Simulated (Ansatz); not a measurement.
FeSe₂:
```yaml
crystal:
  lattice:
    - [4.78308, 0.00000, 0.00000]
    - [0.00000, 5.75924, 0.00000]
    - [0.00000, 0.00000, 3.58306]
  atoms:
    - { symbol: Fe, position: [0.00000, 0.00000, 0.00000] }
    - { symbol: Fe, position: [0.50000, 0.50000, 0.50000] }
    - { symbol: Se, position: [0.21336, 0.36971, 0.00000] }
    - { symbol: Se, position: [0.78664, 0.63029, 0.00000] }
    - { symbol: Se, position: [0.71336, 0.13029, 0.50000] }
    - { symbol: Se, position: [0.28664, 0.86971, 0.50000] }
```

Relaxed with r²SCAN. Special points in fractions of this cell's reciprocal vectors: Γ (0.000, 0.000, 0.000); X (0.500, 0.000, 0.000); S (0.500, 0.500, 0.000); Y (0.000, 0.500, 0.000); Z (0.000, 0.000, 0.500); U (0.500, 0.000, 0.500); R (0.500, 0.500, 0.500); T (0.000, 0.500, 0.500).

**Question.** List the band energies nearest the valence-band maximum at these points for plane-wave PAW r²SCAN (Ansatz code).

**Answer.** In eV from the valence-band maximum; about four levels below and three above (degenerate sets whole), none deeper than 8.9 eV; points with the same levels are listed once.

| k | below | above |
|---|---|---|
| Γ | -0.90 -0.88 -0.87 -0.37 | 1.16 1.32 2.80 |
| X | -0.82 -0.82 -0.19 -0.19 | 1.59 1.59 2.21 2.21 |
| S | -1.12 -1.12 -0.92 -0.92 | 1.13 1.13 2.27 2.27 |
| Y | -0.89 -0.89 -0.44 -0.44 | 0.96 0.96 2.48 2.48 |
| Z | -0.87 -0.87 -0.67 -0.67 | 1.33 1.33 1.68 1.68 |
| U | -0.67 -0.67 -0.66 -0.66 | 1.32 1.32 1.69 1.69 |
| R | -0.66 -0.66 -0.64 -0.64 | 1.31 1.31 2.10 2.10 |
| T | -1.35 -1.35 -0.67 -0.67 | 0.79 0.79 2.31 2.31 |

Space group Pnnm. The workflow started from a Materials Project entry (that database holds measured and hypothetical structures alike); the Crystallography Open Database files this formula in space group No. 58, but the cells were not matched. Whether it is the stable phase at ambient conditions was not checked. The cell was relaxed with r²SCAN under the symmetry of its start; its stability against distortions is not shown here. No spin polarisation was allowed. Spin–orbit coupling is left out wherever it is not named.

Potentials: the later of the program's two PAW sets.
